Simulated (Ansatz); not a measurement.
# AsH8NO4: distorted cells

Theory: DFT PBE+D3(BJ), scalar-relativistic, plane waves, PAW (Ansatz 0.2.0).

Settings: cutoff 420 eV, Γ-centred mesh 6×6×6 on the computed 28-atom cell, Gaussian smearing of 0.02 eV; no spin polarisation.

Reference cell:

```yaml
crystal:
  lattice:
    - [-4.40693, 4.40693, 4.07602]
    - [4.40693, -4.40693, 4.07602]
    - [4.40693, 4.40693, -4.07602]
  atoms:
    - { symbol: H, position: [0.33030, 0.42872, 0.90141] }
    - { symbol: H, position: [0.52731, 0.42889, 0.09859] }
    - { symbol: H, position: [0.57111, 0.66970, 0.09841] }
    - { symbol: H, position: [0.41970, 0.82111, 0.59841] }
    - { symbol: H, position: [0.57128, 0.47269, 0.90159] }
    - { symbol: H, position: [0.22269, 0.82128, 0.40159] }
    - { symbol: H, position: [0.17889, 0.77731, 0.59859] }
    - { symbol: H, position: [0.17872, 0.58030, 0.40141] }
    - { symbol: H, position: [0.25359, 0.89862, 0.92927] }
    - { symbol: H, position: [0.96935, 0.32432, 0.07073] }
    - { symbol: H, position: [0.67568, 0.74641, 0.64504] }
    - { symbol: H, position: [0.49641, 0.92568, 0.14504] }
    - { symbol: H, position: [0.10138, 0.03065, 0.35496] }
    - { symbol: H, position: [0.78065, 0.35138, 0.85496] }
    - { symbol: H, position: [0.07432, 0.21935, 0.57073] }
    - { symbol: H, position: [0.64862, 0.50359, 0.42927] }
    - { symbol: As, position: [0.75000, 0.25000, 0.50000] }
    - { symbol: As, position: [0.00000, 0.00000, 0.00000] }
    - { symbol: N, position: [0.25000, 0.75000, 0.50000] }
    - { symbol: N, position: [0.50000, 0.50000, 0.00000] }
    - { symbol: O, position: [0.06440, 0.32642, 0.67549] }
    - { symbol: O, position: [0.65092, 0.38891, 0.32451] }
    - { symbol: O, position: [0.61109, 0.93560, 0.26201] }
    - { symbol: O, position: [0.68560, 0.86109, 0.76201] }
    - { symbol: O, position: [0.67358, 0.34908, 0.73799] }
    - { symbol: O, position: [0.09908, 0.92358, 0.23799] }
    - { symbol: O, position: [0.13891, 0.90092, 0.82451] }
    - { symbol: O, position: [0.07642, 0.31440, 0.17549] }
```

Each variant moves atoms of this cell by the vectors given, if any (Å), and then applies a symmetric strain (tensor components, Cartesian axes). The reference cell isn't relaxed at this level. Energies are per atom at zero smearing, counted from the reference cell. Pressure is positive in compression.

1. strain (xx yy zz yz xz xy, %) 3.52 3.52 -5.48 0.00 0.00 0.00; moves: H1 (0.030, -0.077, -0.042); H2 (-0.030, 0.077, -0.042); H3 (0.077, 0.030, 0.042); H4 (0.030, 0.077, 0.042); H5 (-0.077, -0.030, 0.042); H6 (-0.030, -0.077, 0.042); H7 (0.077, -0.030, -0.042); H8 (-0.077, 0.030, -0.042); H9 (0.011, 0.011, 0.006); H10 (-0.011, -0.011, 0.006); H11 (-0.011, 0.011, -0.006); H12 (0.011, -0.011, -0.006); H13 (0.011, -0.011, -0.006); H14 (-0.011, 0.011, -0.006); H15 (-0.011, -0.011, 0.006); H16 (0.011, 0.011, 0.006); O21 (0.016, -0.031, 0.050); O22 (-0.016, 0.031, 0.050); O23 (0.031, 0.016, -0.050); O24 (0.016, 0.031, -0.050); O25 (-0.031, -0.016, -0.050); O26 (-0.016, -0.031, -0.050); O27 (0.031, -0.016, 0.050); O28 (-0.031, 0.016, 0.050)
2. strain (xx yy zz yz xz xy, %) 5.93 -1.65 2.77 0.00 0.00 0.00; moves: H1 (-0.020, 0.026, -0.023); H2 (0.020, -0.026, -0.023); H3 (-0.033, 0.000, -0.006); H4 (-0.020, -0.026, 0.023); H5 (0.033, 0.000, -0.006); H6 (0.020, 0.026, 0.023); H7 (-0.033, 0.000, 0.006); H8 (0.033, 0.000, 0.006); H9 (-0.004, 0.015, 0.043); H10 (0.004, -0.015, 0.043); H11 (-0.026, -0.035, 0.077); H12 (-0.004, -0.015, -0.043); H13 (0.026, 0.035, 0.077); H14 (0.004, 0.015, -0.043); H15 (-0.026, 0.035, -0.077); H16 (0.026, -0.035, -0.077); As17 (0.000, 0.000, -0.009); As18 (0.000, 0.000, 0.009); N19 (0.000, 0.000, 0.023); N20 (0.000, 0.000, -0.023); O21 (-0.006, 0.011, -0.024); O22 (0.006, -0.011, -0.024); O23 (0.075, -0.069, -0.034); O24 (-0.006, -0.011, 0.024); O25 (-0.075, 0.069, -0.034); O26 (0.006, 0.011, 0.024); O27 (0.075, 0.069, 0.034); O28 (-0.075, -0.069, 0.034)
3. no strain; moves: O24 (-0.056, -0.028, 0.064)
4. strain (xx yy zz yz xz xy, %) 1.32 1.32 -7.68 0.00 0.00 0.00; moves: H1 (0.058, -0.148, -0.152); H2 (-0.058, 0.148, -0.152); H3 (0.148, 0.058, 0.152); H4 (0.058, 0.148, 0.152); H5 (-0.148, -0.058, 0.152); H6 (-0.058, -0.148, 0.152); H7 (0.148, -0.058, -0.152); H8 (-0.148, 0.058, -0.152); H9 (-0.236, 0.113, 0.226); H10 (0.236, -0.113, 0.226); H11 (-0.113, -0.236, -0.226); H12 (-0.236, -0.113, -0.226); H13 (0.113, 0.236, -0.226); H14 (0.236, 0.113, -0.226); H15 (-0.113, 0.236, 0.226); H16 (0.113, -0.236, 0.226); O21 (-0.067, -0.048, -0.210); O22 (0.067, 0.048, -0.210); O23 (0.048, -0.067, 0.210); O24 (-0.067, 0.048, 0.210); O25 (-0.048, 0.067, 0.210); O26 (0.067, -0.048, 0.210); O27 (0.048, 0.067, -0.210); O28 (-0.048, -0.067, -0.210)

The reference cell has pressure -0.72 GPa, largest force 0.265 eV/Å and gap 2.31 eV.

```json
{"variant": "1", "ΔE (meV/atom)": "70.7", "P (GPa)": "-9.16", "largest force (eV/Å)": "2.56", "gap on mesh (eV)": "2.18", "space group": "I-42d"}
{"variant": "2", "ΔE (meV/atom)": "49.3", "P (GPa)": "-2.20", "largest force (eV/Å)": "3.43", "gap on mesh (eV)": "2.37", "space group": "I2_12_12_1"}
{"variant": "3", "ΔE (meV/atom)": "2.1", "P (GPa)": "-0.32", "largest force (eV/Å)": "2.72", "gap on mesh (eV)": "2.29", "space group": "P1"}
{"variant": "4", "ΔE (meV/atom)": "325.8", "P (GPa)": "-12.19", "largest force (eV/Å)": "5.19", "gap on mesh (eV)": "1.75", "space group": "I-42d"}
```

Cost: 5 runs of about 21 core-minutes in all, on Arm Neoverse N1 (shared hosts).